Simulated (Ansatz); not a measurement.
GeSe:
```xyz
8
Lattice="10.6303 0.0000 0.0000 0.0000 3.8329 0.0000 0.0000 0.0000 4.2000" Properties=species:S:1:pos:R:3 pbc="T T T"
Ge     1.2700     0.9582     0.4426
Ge     4.0452     2.8747     2.5427
Ge     9.3603     2.8747     3.7574
Ge     6.5851     0.9582     1.6574
Se     9.1038     0.9582     2.0660
Se     6.8417     2.8747     4.1660
Se     1.5265     2.8747     2.1341
Se     3.7886     0.9582     0.0340
```

Relaxed with LDA. Special points in fractions of this cell's reciprocal vectors: Γ (0.000, 0.000, 0.000); X (0.500, 0.000, 0.000); S (0.500, 0.500, 0.000); Y (0.000, 0.500, 0.000); Z (0.000, 0.000, 0.500); U (0.500, 0.000, 0.500); R (0.500, 0.500, 0.500); T (0.000, 0.500, 0.500).

### Question
List the band energies nearest the valence-band maximum at these points for DFT-LDA with spin–orbit coupling in the program Ansatz with PAW potentials.

### Answer
In eV from the valence-band maximum; about four levels below and three above (degenerate sets whole), none deeper than 8.9 eV; points with the same levels are listed once.

| k | below | above |
|---|---|---|
| Γ | -1.02 -1.02 -0.47 -0.47 | 0.26 0.26 2.58 2.58 |
| X | -0.63 -0.63 -0.63 -0.63 | 2.14 2.14 2.14 2.14 |
| S | -1.59 -1.59 -1.59 -1.59 | 1.26 1.26 1.26 1.26 |
| Y | -1.30 -1.30 -1.30 -1.30 | 0.83 0.83 0.83 0.83 |
| Z | -0.57 -0.57 -0.57 -0.57 | 0.95 0.95 0.95 0.95 |
| U | -0.71 -0.71 -0.71 -0.71 | 0.98 0.98 0.98 0.98 |
| R | -1.76 -1.76 -1.76 -1.76 | 2.24 2.24 2.24 2.24 |
| T | -1.86 -1.86 -1.86 -1.86 | 2.66 2.66 2.66 2.66 |

Space group Pnma. The LDA relaxation kept the symmetry of its start. A crystal of weakly bound layers computed without a dispersion correction: the cell and the soft elastic constants depend strongly on that.

Potentials: the later of the program's two PAW sets.
